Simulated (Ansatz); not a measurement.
Data:

C2CuS2:
Space group P6/mmm (No. 191); a = b = 8.7012 Å, c = 3.5428 Å, α = β = 90.00°, γ = 120.00°

| atom | site | symmetry | x | y | z |
|---|---|---|---|---|---|
| C | 6l | mm2 | 0.0934 | 0.1867 | 0.0000 |
| S | 6l | mm2 | 0.2076 | 0.4153 | 0.0000 |
| Cu | 3f | mmm | 0.0000 | 0.5000 | 0.0000 |

This is the r²SCAN+D4-relaxed structure.

Question: All from r²SCAN+D4 in the plane-wave PAW code Ansatz, unless another level is named. Predict the electronic character.

Answer: metallic (no gap).

Question: And the formation energy from the elements (no fitted shifts)?

Answer: 5.0 kJ/mol-atom.

Question: Next, the density of states at the Fermi level?

Answer: 0.23 states/eV per atom (mean over ±0.08 eV).

The cell is a constructed one: a structure type filled with these elements; neither database checked (COD, Materials Project) lists it. Its standing as an ambient phase is unchecked. Symmetry was held in the r²SCAN+D4 relaxation. At this level the phase is mechanically unstable. The run is not spin-polarised. With an odd number of electrons in the cell and no spin polarisation, the count alone makes it a metal. The references are the lowest solids computed at this level, not always the standard phases.

Potentials: the later of the program's two PAW sets.
